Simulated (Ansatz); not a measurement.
## Notes on CaCd₂Ga₂

```
Cd Ca Ga
1.0
     2.16628    3.75210    0.00000
    -2.16628    3.75210    0.00000
     0.00000    0.00000    7.12232
Cd Ca Ga
2 1 2
Direct
  0.33330 0.33340 0.63690
  0.66670 0.66660 0.36310
  0.00000 0.00000 0.00000
  0.33330 0.33340 0.24050
  0.66670 0.66660 0.75950
```

Level: PBE, no spin polarisation; 420 eV; 9×9×5 Γ-centred mesh; fermi-dirac occupations (width 0.1 eV); Ansatz 0.2.0, fixed geometry.

(1) What do density and ELF say about some of the short contacts?

(2) What happens at the Fermi level?

(3) Is the cell too large or too small?

(4) Which atom feels the largest force, and which way?

(5) Is it stable against the elements?

(6) Give the Bader charges.

Origin: a known structure type with other elements, at an estimated volume, so it need not be a known compound.

Results:

(1) Cd–Ga at 2.65 Å: least valence density 0.30 e/Å³ and ELF 0.35 there. Ca–Ga at 3.03 Å: least valence density 0.12 e/Å³ and ELF 0.10 there. These are pseudo-fields; inside the PAW spheres they differ from the all-electron ones.

(2) It is a metal, with about 2.8 states/eV a cell as the mean within 0.25 eV of the Fermi level, mostly Ga p (76 %).

(3) The pressure is 4.8 GPa (compression positive), so with the atoms held at these fractions the cell would first expand. The principal stresses 2.5, 5.9, 5.9 GPa differ, so its shape would change too.

(4) The largest is on Cd1 (and as large on other atoms): 0.17 eV/Å, components (0.00, 0.00, -0.17). It makes 109° with the line to a nearest neighbour, Ga5 at 2.65 Å.

(5) -0.07 eV an atom against the elements' usual phases (free molecules for gases, crystals otherwise, with no correction for O₂ or N₂), so it is bound against them; other compounds may still compete. Relaxing would lower it.

(6) Bader charges in e: Ca +1.28, Cd -0.16, Ga -0.48. In the mean Ca gives up most and Ga takes most.
